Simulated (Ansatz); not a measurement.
Ansatz (a quantum-chemistry and plane-wave program) input:

Ansatz 0.2 input:
```yaml
crystal:
  lattice:
    - [5.2472050302, 0.0, 0.0]
    - [0.0, 5.0307880823, 0.0]
    - [0.0, 0.0, 5.0597536498]
  atoms:
    - { symbol: Hf, position: [0.0324540249, 0.2670067903, 0.2411005193] }
    - { symbol: Hf, position: [0.9675459751, 0.7329932097, 0.7411005193] }
    - { symbol: Hf, position: [0.4675459751, 0.2670067903, 0.7411005193] }
    - { symbol: Hf, position: [0.5324540249, 0.7329932097, 0.2411005193] }
    - { symbol: O, position: [0.367070215, 0.0699931924, 0.380752993] }
    - { symbol: O, position: [0.632929785, 0.9300068076, 0.880752993] }
    - { symbol: O, position: [0.132929785, 0.0699931924, 0.880752993] }
    - { symbol: O, position: [0.867070215, 0.9300068076, 0.380752993] }
    - { symbol: O, position: [0.7321207611, 0.4611408962, 0.4911464877] }
    - { symbol: O, position: [0.2678792389, 0.5388591038, 0.9911464877] }
    - { symbol: O, position: [0.7678792389, 0.4611408962, 0.9911464877] }
    - { symbol: O, position: [0.2321207611, 0.5388591038, 0.4911464877] }
kpoints:
  mp_grid: { grid: [5, 5, 5] }
hamiltonian:
  xc: r2scan
  pseudopotentials: { azcp: { folder: ./paw }, kind: paw }
scf:
  occupations: { method: fixed }
output:
  optics: { e_range: [0.0, 15.0], de: 0.05, sigma: 0.1, bands: { spectra_wanted_up_to: 12 eV } }
```

Output (shortened):

```
output.optics: the spectra are integrated over the Brillouin zone by k·p interpolation around the k-points, where levels, occupations, output.optics.sigma and …
Pseudopotential: Hf, paw, valence charge 26
Pseudopotential: O, paw, valence charge 6
Functional definition: r2SCAN
Crystal: 12 atoms, lattice volume = 133.565 Å³
Basis set: ecut = 500 eV, 3383 PW (Γ), exchange–correlation on 160×160×160 points (64 copies of the dense FFT grid, shifted against one another)
Bands: 92, of which v1, the nominal top of the filled ones, is band 76 counted from 1 (75 counted from 0)
Symmetry: 4 space group operations
Space group: Pca21 (ITA 29), of the structure as read, at distance tolerance 5.1e-5 Å
k-points: 27 of 125 (time reversal used)
SCF iter   1: F=—  HF=-67509.229639 eV  |F-HF|=—  |Δ(HF+E_count)|=         —  Δρ=8.98e-2  dr2=7.92e0  dr2_τ=6.56e-1  ethr=3.10e-3  ⟨swp⟩=4.1  Hψ=7153  notcnv=0  defer=282
preconditioner: auto → Resta (q_TF=auto, 2.788 Å⁻¹)
SCF iter   2: F=—  HF=-67508.525092 eV  |F-HF|=—  |Δ(HF+E_count)|=   7.05e-1  Δρ=4.54e-2  dr2=2.20e0  dr2_τ=1.64e-1  ethr=3.10e-3  ⟨swp⟩=2.0  Hψ=5088  notcnv=0  defer=258
SCF iter   3: F=—  HF=-67508.520989 eV  |F-HF|=—  |Δ(HF+E_count)|=   4.10e-3  Δρ=2.26e-2  dr2=5.39e-1  dr2_τ=6.12e-2  ethr=1.45e-3  ⟨swp⟩=2.0  Hψ=3913  notcnv=0  defer=368
SCF iter   4: F=—  HF=-67508.365274 eV  |F-HF|=—  |Δ(HF+E_count)|=   1.56e-1  Δρ=7.11e-3  dr2=4.19e-2  dr2_τ=3.45e-3  ethr=3.54e-4  ⟨swp⟩=2.9  Hψ=4404  notcnv=0  defer=373
SCF iter   5: F=—  HF=-67508.389374 eV  |F-HF|=—  |Δ(HF+E_count)|=   2.41e-2  Δρ=2.80e-3  dr2=9.81e-3  dr2_τ=1.47e-3  ethr=2.76e-5  ⟨swp⟩=2.0  Hψ=4335  notcnv=0  defer=378
SCF iter   6: F=—  HF=-67508.387174 eV  |F-HF|=—  |Δ(HF+E_count)|=   2.20e-3  Δρ=5.13e-4  dr2=3.85e-4  dr2_τ=4.73e-5  ethr=6.45e-6  ⟨swp⟩=2.0  Hψ=3903  notcnv=0  defer=378
SCF iter   7: F=—  HF=-67508.387711 eV  |F-HF|=—  |Δ(HF+E_count)|=   5.37e-4  Δρ=3.58e-4  dr2=1.36e-4  dr2_τ=1.16e-5  ethr=2.53e-7  ⟨swp⟩=2.0  Hψ=4335  notcnv=0  defer=372
SCF iter   8: F=—  HF=-67508.387705 eV  |F-HF|=—  |Δ(HF+E_count)|=   6.17e-6  Δρ=9.48e-5  dr2=9.28e-6  dr2_τ=9.51e-7  ethr=8.95e-8  ⟨swp⟩=2.0  Hψ=4281  notcnv=0  defer=256
SCF iter  14: F=-67508.387691 eV  HF=-67508.387691 eV  |F-HF|=7.28e-11  |Δ(HF+E_count)|=  4.37e-11  Δρ=4.64e-8  dr2=2.39e-12  dr2_τ=2.04e-13  ethr=1.00e-12  ⟨swp⟩=10.0  Hψ=9692  notcnv=0
SCF 1 converged in 14 iterations: F = -67508.387691 eV  dr2 = 2.39e-12
NSCF: frozen V_eff on 27 k-points
Optics k sum: 0 of 27 k-points
Optics k sum: 2 of 27 k-points
Optics k sum: 3 of 27 k-points
Optics k sum: 5 of 27 k-points
Optics k sum: 6 of 27 k-points
Optics k sum: 7 of 27 k-points
Optics k sum: 9 of 27 k-points
Optics k sum: 10 of 27 k-points
Optics k sum: 11 of 27 k-points
Optics k sum: 13 of 27 k-points
Optics k sum: 14 of 27 k-points
Optics k sum: 15 of 27 k-points
Optics k sum: 17 of 27 k-points
Optics k sum: 18 of 27 k-points
Optics k sum: 19 of 27 k-points
Optics k sum: 21 of 27 k-points
Optics k sum: 22 of 27 k-points
Optics k sum: 23 of 27 k-points
Optics k sum: 25 of 27 k-points
Optics k sum: 26 of 27 k-points
Optics k sum: 27 of 27 k-points
Optics k sum: 0 of 27 k-points
Optics k sum: 2 of 27 k-points
Optics k sum: 3 of 27 k-points
Optics k sum: 5 of 27 k-points
Optics k sum: 6 of 27 k-points
Optics k sum: 7 of 27 k-points
Optics k sum: 9 of 27 k-points
Optics k sum: 10 of 27 k-points
Optics k sum: 11 of 27 k-points
Optics k sum: 13 of 27 k-points
Optics k sum: 14 of 27 k-points
Optics k sum: 15 of 27 k-points
Optics k sum: 17 of 27 k-points
Optics k sum: 18 of 27 k-points
Optics k sum: 19 of 27 k-points
Optics k sum: 21 of 27 k-points
Optics k sum: 22 of 27 k-points
Optics k sum: 23 of 27 k-points
Optics k sum: 25 of 27 k-points
Optics k sum: 26 of 27 k-points
Optics k sum: 27 of 27 k-points
NSCF: frozen V_eff on 1 k-points
NSCF: frozen V_eff on 1 k-points
NSCF: frozen V_eff on 1 k-points
NSCF: frozen V_eff on 1 k-points
NSCF: frozen V_eff on 1 k-points
NSCF: frozen V_eff on 1 k-points
NSCF: frozen V_eff on 1 k-points
output.optics: what the bands over the 117 summed would add to eps1, eps2 and the energy-loss function is held between a lower and an upper bound (9 Lanczos …
SCF converged after 14 iterations
Free energy (F): -67508.387691 eV
Harris-Foulkes:  -67508.387691 eV  (|F-HF|=7.28e-11)
Internal energy: -67508.387691 eV  (E = F + TS)
E sigma→0 (E₀):  -67508.387691 eV
Fermi energy:    13.345137 eV
--- Per-component energies (eV) ---
  E_band       = -171.082699
  E_kinetic    = 2982.845432
  E_local      = -28513.969036  (includes V_loc(G=0)·N_el)
  E_nonlocal   = 658.837737
  E_hartree    = 13584.881063
  E_xc         = -1579.293889
  E_vxc        = -1943.467361  (∫ρ·V_xc dr)
  E_paw        = -32212.376311  (= ΣΔE_a)
  E_vpaw       = -632.404522  (= ΣTr[D̂ρ^β])
  E_aug_tail   = 0.002579  (compensation charges beyond the density's cutoff)
  E_vtau       = 107.310277  (kinetic-family band-sum trace: ∫τ·v_τ [+ j·A + Jᵃ·Aᵃ] dr)
  E_ewald      = -22430.345954
  E_core_change = 1.030687  (= ΣΔE_core)
  E_smearing   =  0.000000  (= −TS)
  E_closure    = 0.000000  (closes the sum)
  Σ components = -67508.387691   (vs F -67508.387691, Δ=0.00e0)
  [band-id]    e_kinetic+e_local+e_nonlocal+2·e_hartree+e_vxc+e_vpaw+e_augmentation_tail+e_vtau = -171.082768   (vs E_band -171.082699, Δ=-6.90e-5)
--- Band table (eV; the first three rows and the last of 27) ---
  k-point 0: bands = ["-48.6713", "-48.6512", "-48.6511", "-48.6492", "-17.0381", "-17.0123", "-17.0076", "-16.7421", "-16.6971", "-16.6666", "-16.6572", "-16.6479", "-16.6417", "-16.5340", "-16.5308", "-16.5268", "-5.8339", "-4.4720", "-4.2698", "-4.2615", …
  k-point 1: bands = ["-48.6692", "-48.6513", "-48.6512", "-48.6511", "-16.9988", "-16.9885", "-16.9814", "-16.7786", "-16.6885", "-16.6884", "-16.6731", "-16.6502", "-16.6184", "-16.5686", "-16.5453", "-16.5376", "-5.6656", "-4.4489", "-4.3215", "-4.2799", …
  k-point 2: bands = ["-48.6637", "-48.6569", "-48.6512", "-48.6511", "-16.9349", "-16.9046", "-16.9011", "-16.8576", "-16.7624", "-16.7246", "-16.6700", "-16.6631", "-16.5990", "-16.5885", "-16.5730", "-16.5633", "-5.2216", "-4.6758", "-4.3922", "-4.3284", …
  k-point 26: bands = ["-48.6582", "-48.6562", "-48.6546", "-48.6538", "-17.0084", "-16.9961", "-16.9810", "-16.9598", "-16.6507", "-16.6320", "-16.6118", "-16.5994", "-16.5883", "-16.5792", "-16.5696", "-16.5588", "-4.8627", "-4.7123", "-4.6436", "-4.5924", …
```

Cost: very roughly 7 core-minutes on shared cores.

Space group Pca2_1. The r²SCAN relaxation kept the symmetry of its start. No spin polarisation was allowed. Spin–orbit coupling is left out wherever it is not named.

Potentials: the earlier of the program's two PAW sets.

Ansatz is a plane-wave DFT program.
